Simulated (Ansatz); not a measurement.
Two states of Ca$_{2}$CuO$_{3}$

```
CELL_PARAMETERS angstrom
0.01600 0.00719 3.19912
0.00304 -3.69177 -0.00834
5.94106 1.83736 -1.56535
ATOMIC_POSITIONS crystal
Ca 0.70290 0.13267 0.30661
Ca 0.36679 0.86025 0.66982
Cu 0.00946 0.48634 0.01378
O 0.89177 0.27739 0.66229
O 0.21978 0.66446 0.35221
O 0.98754 0.02702 0.96626
```

The numbers come from plane-wave PAW DFT (Ansatz): r2SCAN, with U = 3.82 eV and J = 0.44 eV on Cu d (all-electron-ortho-atomic projectors), 500 eV, 6×5×3 (shifted by 0, 0.5, 0.5 steps) k points, fermi-dirac occupations (width 0.1 eV). Nothing was relaxed.

State A: no moments (no spin polarisation). State B: Cu3 up (collinear spin).

Q: Which state is lower, and how do they differ?

A: State B is lower by 27.2 meV an atom at zero smearing; in free energy at this smearing B lies -23.6 meV an atom from A.

```json
{"state": "A", "free energy (meV/atom)": "23.6", "largest moment in a small sphere (μB)": "0.00", "net moment (μB/cell)": "0.00", "gap on mesh (eV)": "metal", "pressure (GPa)": "20.4", "largest force (eV/Å)": "7.81"}
{"state": "B", "free energy (meV/atom)": "0.0", "largest moment in a small sphere (μB)": "0.56", "net moment (μB/cell)": "1.00", "gap on mesh (eV)": "0.83", "pressure (GPa)": "21.0", "largest force (eV/Å)": "7.76"}
```

Origin: a strained cell with displaced atoms, so it need not be a known compound. Caveats: an odd or shifted mesh can miss the band edges, so this level's true gap may be smaller; atoms or cell far from equilibrium; odd electron count without spin polarisation, so a magnetic state may lie lower; the k mesh is coarse if the cell is a metal.
